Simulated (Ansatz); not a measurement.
AlNi in space group Cmcm (No. 63; Al on 4c, Ni on 4c) under volume change, PBEsol (plane waves, PAW; program Ansatz), shape and atoms relaxed at each volume.

| V (Å³/atom) | E − E(relaxed) (meV/atom) | P (GPa) |
|---|---|---|
| 11.094 | 57.4 | 18.28 |
| 11.459 | … | … |
| 11.825 | 5.7 | 5.12 |
| 12.191 | 0.0 | 0.00 |
| 12.556 | 5.1 | -4.34 |
| 12.922 | 19.3 | -8.01 |
| 13.288 | … | … |

Question: Some entries are withheld; supply them.

Answer: 
- 11.459, E − E(relaxed) (meV/atom): 24.1
- 11.459, P (GPa): 11.16
- 13.288, E − E(relaxed) (meV/atom): 41.2
- 13.288, P (GPa): -11.10

Question: What does a third-order Birch–Murnaghan fit give for V₀, B₀ and B′?

Answer: V₀ = 12.19 Å³/atom, B₀ = 157 GPa, B′ = 4.5.

The start of the workflow was typed in or built on a structure type; neither database checked (COD, Materials Project) lists it. It is not the phase usual at ambient conditions (space group No. 221). Symmetry was held in the PBEsol relaxation; its stability against distortions is not shown here. The workflow began spin-polarised and lost its moments.

Potentials: the earlier of the program's two PAW sets.
